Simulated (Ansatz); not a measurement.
In the program Ansatz at the r²SCAN level (PAW), LaC in the rock salt structure (Fm-3m) relaxes to a = 5.440 Å. La has 6 nearest neighbours from 2.72 Å (octahedral); C has 6 nearest neighbours from 2.72 Å (octahedral). Against the elements it lies at 0.28 eV/atom, with no fitted shifts.

Electronic character: metallic (no gap). Gap from r²SCAN with spin–orbit coupling: none (metallic).

The bulk modulus is 85.5 GPa. The relaxed-ion elastic constants in GPa are C11 = 17.4, C12 = 121, C44 = 46.4.

The start of the workflow was typed in or built on a structure type; neither database checked (COD, Materials Project) lists it. Its standing as an ambient phase is unchecked. The cell was relaxed with r²SCAN under the symmetry of its start. At this level the phase is mechanically unstable. Its formation energy is positive at this level, so the cell may be metastable or incomplete. As this level gives no gap, shear constants depend on the k-mesh and smearing (Fermi–Dirac, 0.1 eV here). The references are the lowest solids computed at this level, not always the standard phases. Spin–orbit coupling is left out wherever it is not named.

Potentials: the later of the program's two PAW sets.
